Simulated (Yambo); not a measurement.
G0W0@PBEsol for Sr$_{2}$OsH$_{6}$ (space group Fm-3m, No. 225) in Yambo. Reference settings: 4×4×4 Γ-centred k mesh, bands 5 to 159 and a 7 Ry block in the screening, 159 bands in G with the Bruneval-Gonze terminator, plasmon pole fitted at 27.2 eV. The PBEsol gap Γ → X on this mesh is 2.32 eV; G0W0 gaps are taken between the same points.

Gap (Γ → X) in eV against the number of bands and the screening block, terminator on:

| bands (W and G) | 2 Ry | 3 Ry | 4 Ry | 6 Ry | 7 Ry |
|---|---|---|---|---|---|
| 41 | 3.531 | 3.581 | 3.604 | 3.625 | 3.638 |
| 61 | 3.452 | 3.517 | 3.558 | 3.586 | 3.603 |
| 90 | 3.432 | 3.506 | 3.562 | 3.593 | 3.615 |
| 123 | 3.431 | 3.506 | 3.569 | 3.603 | 3.627 |
| 159 | 3.431 | 3.508 | 3.575 | 3.608 | 3.634 |

Rough cost of the Yambo step against the reference (shared machines):

```json
[
 {"bands (W and G)": "41", "2 Ry": "1/6", "3 Ry": "1/7", "4 Ry": "1/6", "6 Ry": "1/6", "7 Ry": "1/5"},
 {"bands (W and G)": "61", "2 Ry": "1/4", "3 Ry": "1/4", "4 Ry": "1/4", "6 Ry": "1/3", "7 Ry": "1/3"},
 {"bands (W and G)": "90", "2 Ry": "1/2", "3 Ry": "1/2", "4 Ry": "1/2", "6 Ry": "1/2", "7 Ry": "~1"},
 {"bands (W and G)": "123", "2 Ry": "~1", "3 Ry": "~1", "4 Ry": "~1", "6 Ry": "~1", "7 Ry": "~1"},
 {"bands (W and G)": "159", "2 Ry": "~1", "3 Ry": "~1", "4 Ry": "~1", "6 Ry": "~1", "7 Ry": "1"}
]
```

At the largest block the last step in bands moves the gap by 0.007 eV; at the most bands the last step in the block moves it by 0.026 eV.

Spin-orbit coupling is left out, which matters for elements this heavy: edges can move by tenths of an eV.

Geometry of the Materials Project entry, not relaxed at this level; primitive cell a = b = c = 5.3914 Å, α = β = γ = 60.00°.

The structure is a Materials Project entry; no match was found in the copy of COD used, and its stability was not checked.
